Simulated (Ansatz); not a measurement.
The cell is COD entry 1523308, as deposited and not checked against the literature; nothing was relaxed.

YPb$_{3}$: DFT, PBEsol, PAW with Ansatz's default frozen-core files, scalar-relativistic (Ansatz 0.2.0).

Command: `ansatz run input.yaml --threads 1 --pin off --max-ram 4096MiB --backend cpu --events-out ev --progress --plain --runs-dir out` The run took 26 s on 1 thread of Arm Neoverse V2, with other jobs on the host, peak memory 0.49 GiB.

```yaml
crystal:
  lattice:
    - [4.823, 0.0, 0.0]
    - [0.0, 4.823, 0.0]
    - [0.0, 0.0, 4.823]
  atoms:
    - { symbol: "Y", position: [0.0, 0.0, 0.0] }
    - { symbol: Pb, position: [0.0, 0.5, 0.5] }
    - { symbol: Pb, position: [0.5, 0.0, 0.5] }
    - { symbol: Pb, position: [0.5, 0.5, 0.0] }
kpoints:
  mp_grid: { grid: [8, 8, 8] }
  band_path:
    path:
      - [0.0, 0.0, 0.0]
      - [0.0, 0.5, 0.0]
      - [0.5, 0.5, 0.0]
      - [0.0, 0.0, 0.0]
      - [0.5, 0.5, 0.5]
      - [0.0, 0.5, 0.0]
      - [0.5, 0.5, 0.5]
      - [0.5, 0.5, 0.0]
    npoints: 14
scf:
  occupations: { method: fermi_dirac, width: 0.08 }
hamiltonian:
  xc: pbesol
  pseudopotentials: { kind: paw }
output:
  forces: true
  stress: true
  eigenvalues: true
  efg: { contact_densities: true }
  populations: true
  bader: true
  dos: { projected: true, de: 0.2, e_range: [-14, 8] }
  write_density: true
  write_potential: true
  elf: true
  volumetric_format: npy
```

Output:

```
Y, Pb: output.efg is read without spin–orbit coupling, which moves field gradients at and beside such atoms by some per cent and up to a factor of two; PAW files take it under magnetization.noncollinear and magnetization.spin_orbit
Engine: ansatz 0.2.0
Pseudopotentials: kind: paw
Pseudopotential: Y, paw, valence charge 11, recommended cutoff 420 eV (normal)
Pseudopotential: Pb, paw, valence charge 14, recommended cutoff 420 eV (normal)
Functional definition: PBEsol
  exchange = pbesol_x
  correlation = pbesol_c
Crystal: 4 atoms, lattice volume = 112.189 Å³
Basis set: ecut = 420 eV, 2109 PW (Γ), exchange–correlation on 72×72×72 points (8 copies of the dense FFT grid, shifted against one another)
Bands: 32, of which v1, the nominal top of the filled ones, is band 27 counted from 1 (26 counted from 0)
Symmetry: 48 space group operations
Space group: Pm-3m (ITA 221), of the structure as read, at distance tolerance 4.8e-5 Å
k-points: 35 of 512
Non-local potential: Y, projectors of the file, l = 0: 3, l = 1: 2, l = 2: 2, l = 3: 1
Non-local potential: Pb, projectors of the file, l = 0: 2, l = 1: 2, l = 2: 2, l = 3: 2
PAW form: soft (Blöchl's): semilocal exchange-correlation on the pseudo side does not see the compensation charge
PAW frozen core: Y, regenerated for the run's functional, and the local potential with it (the file was generated under x = pbe(κ = 0.804, μ = 0.2195149727645171), c = pbe(β = 0.06672455060314922))
PAW frozen core: Pb, regenerated for the run's functional, and the local potential with it (the file was generated under x = pbe(κ = 0.804, μ = 0.2195149727645171), c = pbe(β = 0.06672455060314922))
PAW one-centre angular grid: Y, 590 points (default); XC on 64 Gauss nodes
PAW one-centre angular grid: Pb, 590 points (default); XC on 64 Gauss nodes
Initial density: superposition of atomic densities (neutral atoms: chi_scale 0, normalization atom), corrected by the library's trained network
Initial wavefunctions: pseudopotential atomic-orbital guess
Functional: x = pbesol(κ = 0.804, μ = 0.12345679012345678), c = pbesol(β = 0.046)
SCF iter   1: F=—  HF=-39061.301397 eV  |F-HF|=—  |Δ(HF+E_count)|=         —  Δρ=2.96e-3  dr2=1.61e-2  ethr=1.77e-3  ⟨swp⟩=7.1  Hψ=4912  notcnv=0
preconditioner: auto → Kerker (q_TF=auto, 2.408 Å⁻¹)  [metal: Δε(μ)=0.060 eV  Ē_g=15.808 eV  σ=0.080 eV  W_gap=0.18  n_scr=26 (ndim 8)  ℏωp=25.0 eV  f_vac=0.000  D(μ)=2.05/eV (n_scr^D=6)]
SCF iter   2: F=—  HF=-39061.300313 eV  |F-HF|=—  |Δ(HF+E_count)|=   1.08e-3  Δρ=1.66e-3  dr2=5.71e-3  ethr=3.03e-5  ⟨swp⟩=1.8  Hψ=1690  notcnv=0
SCF iter   3: F=—  HF=-39061.298811 eV  |F-HF|=—  |Δ(HF+E_count)|=   1.50e-3  Δρ=2.42e-4  dr2=9.33e-5  ethr=1.08e-5  ⟨swp⟩=3.0  Hψ=2090  notcnv=0
SCF iter   4: F=—  HF=-39061.298813 eV  |F-HF|=—  |Δ(HF+E_count)|=   1.85e-6  Δρ=8.42e-5  dr2=1.95e-5  ethr=1.76e-7  ⟨swp⟩=2.0  Hψ=2003  notcnv=0
SCF iter   5: F=—  HF=-39061.298809 eV  |F-HF|=—  |Δ(HF+E_count)|=   4.52e-6  Δρ=2.42e-5  dr2=1.45e-6  ethr=3.67e-8  ⟨swp⟩=2.1  Hψ=1478  notcnv=0
SCF iter   6: F=-39061.298809 eV  HF=-39061.298809 eV  |F-HF|=1.97e-8  |Δ(HF+E_count)|=   2.69e-7  Δρ=6.94e-6  dr2=6.58e-8  ethr=1.89e-10  ⟨swp⟩=9.0  Hψ=8528  notcnv=0
SCF 1 converged in 6 iterations: F = -39061.298809 eV  dr2 = 6.58e-8
  greatest PAW one-centre occupation: 0.992 electrons in one spin orbital (limit 2), on the Y atom at site 0 (counted from 0), in its partial waves of l = 0
NSCF: frozen V_eff on 99 k-points
SCF converged after 6 iterations
Free energy (F): -39061.298809 eV
Harris-Foulkes:  -39061.298809 eV  (|F-HF|=1.97e-8)
Internal energy: -39061.254250 eV  (E = F + TS)
E sigma→0 (E₀):  -39061.276529 eV
Entropy (-TS):   -0.044558 eV (-11.140 meV/atom)
Fermi energy:    11.966033 eV
--- Per-component energies (eV) ---
  E_band       = -170.399212
  E_kinetic    = 1177.552867
  E_local      = -3495.751794  (includes V_loc(G=0)·N_el)
  E_nonlocal   = 1106.275241
  E_hartree    = 1354.027437
  E_xc         = -829.708586
  E_vxc        = -598.099497  (∫ρ·V_xc dr)
  E_paw        = -33544.835128  (= ΣΔE_a)
  E_vpaw       = -1068.438410  (= ΣTr[D̂ρ^β])
  E_aug_tail   = 0.000144  (compensation charges beyond the density's cutoff)
  E_ewald      = -4829.149555
  E_core_change = 0.335123  (= ΣΔE_core)
  E_smearing   = -0.044558  (= −TS)
  E_closure    = 0.000000  (closes the sum)
  Σ components = -39061.298809   (vs F -39061.298809, Δ=0.00e0)
--- Forces (eV/Å), atoms counted from 1 ---
  atom   1  Y     -0.00000000    -0.00000000    -0.00000000
  atom   2  Pb     0.00000000     0.00000000     0.00000000
  atom   3  Pb     0.00000000    -0.00000000     0.00000000
  atom   4  Pb     0.00000000     0.00000000     0.00000000
  max |Σ_I F_I| component: 1.84e-28 eV/Å
--- Stress (GPa, compression-positive) ---
       -0.524977       0.000000       0.000000
        0.000000      -0.524977       0.000000
        0.000000       0.000000      -0.524977
  P = ⅓ Tr σ = -0.5250 GPa (-5.250 kbar)
--- PAW observables at the nuclei: V_zz in 10²¹ V/m², potentials from the cell's mean, atoms counted from 1 ---
  atom   1  Y  V_zz =    +0.000000   η = 0.0000   by run symmetry: forbidden
            electrostatic potential = -5718.772070 V   contact ρ = 443147.511750 e/Å³
  atom   2  Pb V_zz =   +31.664313   η = 0.0000   by run symmetry: allowed
            electrostatic potential = -17482.757529 V   contact ρ = 16511587.917038 e/Å³
  atom   3  Pb V_zz =   +31.664313   η = 0.0000   by run symmetry: allowed
            electrostatic potential = -17482.757529 V   contact ρ = 16511587.917038 e/Å³
  atom   4  Pb V_zz =   +31.664313   η = 0.0000   by run symmetry: allowed
            electrostatic potential = -17482.757529 V   contact ρ = 16511587.917038 e/Å³
--- Band table (eV; the first three rows and the last of 35) ---
  k-point 0: bands = ["-31.4752", "-11.4837", "-11.4837", "-11.4837", "-5.1709", "-5.1709", "-5.1709", "-5.1602", "-4.9862", "-4.9862", "-4.8721", "-4.8721", "-4.8721", "-4.8096", "-4.8096", "-4.6615", "-4.6447", "-4.6447", "-4.6447", "0.3630", "5.1805", "5.1805", "9.1220", "9.1220", "9.1220", "13.3564", "13.3564", "13.3564", "13.3579", "13.3579", "13.4856", "13.9398"]
  k-point 1: bands = ["-31.4751", "-11.4873", "-11.4841", "-11.4841", "-5.1677", "-5.1530", "-5.1530", "-5.1471", "-4.9831", "-4.9744", "-4.8753", "-4.8704", "-4.8704", "-4.8194", "-4.8093", "-4.6712", "-4.6658", "-4.6658", "-4.6447", "0.4678", "4.8041", "5.2204", "9.1799", "9.1799", "9.4142", "12.3032", "12.8145", "12.8145", "13.3602", "13.4095", "13.8656", "14.6285"]
  k-point 2: bands = ["-31.4750", "-11.4961", "-11.4851", "-11.4851", "-5.1595", "-5.1113", "-5.1017", "-5.1017", "-4.9751", "-4.9420", "-4.8835", "-4.8671", "-4.8671", "-4.8477", "-4.8088", "-4.7242", "-4.7242", "-4.6982", "-4.6447", "0.7750", "3.9767", "5.3238", "9.3239", "9.3239", "10.0425", "11.2472", "12.2847", "12.2847", "13.3695", "13.5002", "14.7064", "14.9849"]
  k-point 34: bands = ["-31.4741", "-11.4967", "-11.4967", "-11.4967", "-5.0653", "-5.0653", "-5.0653", "-5.0431", "-5.0059", "-5.0059", "-5.0059", "-4.8543", "-4.8543", "-4.8543", "-4.8259", "-4.8259", "-4.6699", "-4.6699", "-4.6699", "3.5451", "3.5451", "3.5451", "7.3120", "8.4959", "8.4959", "8.4959", "12.8199", "14.1324", "14.1324", "14.5732", "14.5732", "14.5732"]
--- Löwdin populations: 4 sites ---
  site symbol       q [e]
     0      Y     10.5698
     1     Pb     14.0936
     2     Pb     14.0936
     3     Pb     14.0936
  spilling = 0.002819 (of n_electrons = 53.000000)
--- Bader charges: 4 sites ---
  site symbol  charge [e]  shift [e]
     0      Y      1.3950     0.0000
     1     Pb     -0.4650     0.0000
     2     Pb     -0.4650     0.0000
     3     Pb     -0.4650     0.0000
  estimated error of the sums over rays = 1.8e-4 e
```

populations.tsv:

```
# site	symbol	l	j	q
# orbitals = lowdin
# n_electrons = 53.000000
# spilling = 0.002819
0	Y	0_4S	-	1.969494
0	Y	0_5S	-	0.430009
0	Y	1_4P	-	5.983118
0	Y	2_4D	-	2.187200
1	Pb	0_6S	-	1.691193
1	Pb	1_6P	-	2.419874
1	Pb	2_5D	-	9.982531
2	Pb	0_6S	-	1.691193
2	Pb	1_6P	-	2.419874
2	Pb	2_5D	-	9.982531
3	Pb	0_6S	-	1.691193
3	Pb	1_6P	-	2.419874
3	Pb	2_5D	-	9.982531
```

bader_charges.tsv:

```
# site	symbol	x_ang	y_ang	z_ang	partial_charge_e	electrons	volume_ang3	relative_density_drop	shared_charge_e	partial_wave_shift_e
# quadrature_error_electrons = 1.8e-4
0	Y	0.0000	0.0000	0.0000	1.39495	37.60505	19.31	-	1.39495	0.00000
1	Pb	0.0000	2.4115	2.4115	-0.46498	82.46498	30.96	-	-0.46498	0.00000
2	Pb	2.4115	0.0000	2.4115	-0.46498	82.46498	30.96	-	-0.46498	0.00000
3	Pb	2.4115	2.4115	0.0000	-0.46498	82.46498	30.96	-	-0.46498	0.00000
```

Spin polarisation is left out, and whether a magnetic state lies lower isn't shown here.
